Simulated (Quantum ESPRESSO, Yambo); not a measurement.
**G0W0 results for MgPdF6**

```
MgPdF6
1.0
    2.46565     1.42354     4.50999
   -2.46565     1.42354     4.50999
    0.00000    -2.84709     4.50999
F Mg Pd
6 1 1
Direct
  0.89967   0.61095   0.24259
  0.10033   0.38905   0.75741
  0.24259   0.89967   0.61095
  0.75741   0.10033   0.38905
  0.61095   0.24259   0.89967
  0.38905   0.75741   0.10033
  0.50000   0.50000   0.50000
  0.00000   0.00000   0.00000
```

The geometry is that of Materials Project entry mp-7921, symmetrised and not relaxed again.

Starting point: norm-conserving PBEsol (Quantum ESPRESSO, 84 Ry, without SOC). G0W0 in Yambo: 4×4×4 Γ-centred k mesh, bands 6 to 120 and a 6 Ry block in the screening, 120 bands in G with the Bruneval-Gonze terminator, plasmon pole fitted at 27.2 eV.

PBEsol gap along the band path: 1.89 eV
PBEsol gap between the mesh's edge points (F → F): 1.89 eV
G0W0 gap between the same points: 5.08 eV

| k point | band | E PBEsol (eV) | E QP (eV) | shift (eV) | Z |
|---|---|---|---|---|---|
| Γ | VB | -0.48 | -1.95 | -1.47 | 0.79 |
| Γ | CB | 2.13 | 3.94 | 1.81 | 0.80 |
| L | VB | -0.09 | -1.59 | -1.50 | 0.79 |
| L | CB | 1.97 | 3.73 | 1.76 | 0.80 |
| F | VB | 0.00 | -1.50 | -1.50 | 0.79 |
| F | CB | 1.89 | 3.58 | 1.70 | 0.80 |
| Z | VB | -0.26 | -1.74 | -1.48 | 0.79 |
| Z | CB | 2.03 | 3.81 | 1.78 | 0.80 |

Energies count from the PBEsol valence-band maximum.

Convergence of the G0W0 settings was not tested.

Spin-orbit splittings are left out.
